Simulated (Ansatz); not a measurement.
Al$_{2}$Cu (Al2Cu type, space group I4/mcm)

```
Al2Cu
1.0
   -3.02979     3.02979     2.43726
    3.02979    -3.02979     2.43726
    3.02979     3.02979    -2.43726
Al Cu
4 2
Direct
  0.65828   0.15828   0.81655
  0.84172   0.65828   0.50000
  0.15828   0.34172   0.50000
  0.34172   0.84172   0.18345
  0.25000   0.25000   0.00000
  0.75000   0.75000   0.00000
```

The slice is a (-1 1 0) plane (indices of the conventional cell) through the point (0.658, 0.158, 0.817) (fractional), spanned by u = [110] and v = [112] in vectors of this cell: u (4.87 Å) and v (8.57 Å, at 90° to u). It covers one period; positions are fractions (u, v).

Computed with PBE (plane waves to 420 eV, PAW, scalar-relativistic; Ansatz, a first-principles code). k mesh 12×12×12. Inside the PAW spheres the values are not all-electron values, and peaks at nuclei hang on which shells count as valence. Al2Cu is run without spin polarisation. Al2Cu was relaxed with its symmetry unable to fall.

**Question.** Sketch the electrostatic potential energy of an electron, from the cell's mean on this plane as a map.

**Answer.** 
| v \ u | 0.00 | 0.17 | 0.33 | 0.50 | 0.67 | 0.83 |
|---|---|---|---|---|---|---|
| 0.88 | 0.2 | 5.7 | 7.0 | 4.2 | 6.9 | 5.7 |
| 0.75 | x | x | 7.4 | 6.5 | 7.4 | x |
| 0.62 | x | x | 5.1 | 0.1 | 5.1 | x |
| 0.50 | 7.0 | 7.3 | x | x | x | 7.3 |
| 0.38 | 4.2 | 6.9 | 5.7 | 0.2 | 5.7 | 7.0 |
| 0.25 | 6.5 | 7.4 | x | x | x | 7.4 |
| 0.12 | 0.1 | 5.1 | x | x | x | 5.1 |
| 0.00 | x | x | 7.3 | 7.0 | 7.3 | x |

Values: electrostatic potential energy of an electron, from the cell's mean, in eV. Points within 1 Å of a nucleus are blanked (x), as the pseudised field means little there. Values under -1 eV are set to -1. The zero, the cell's mean, hangs on the PAW cores.
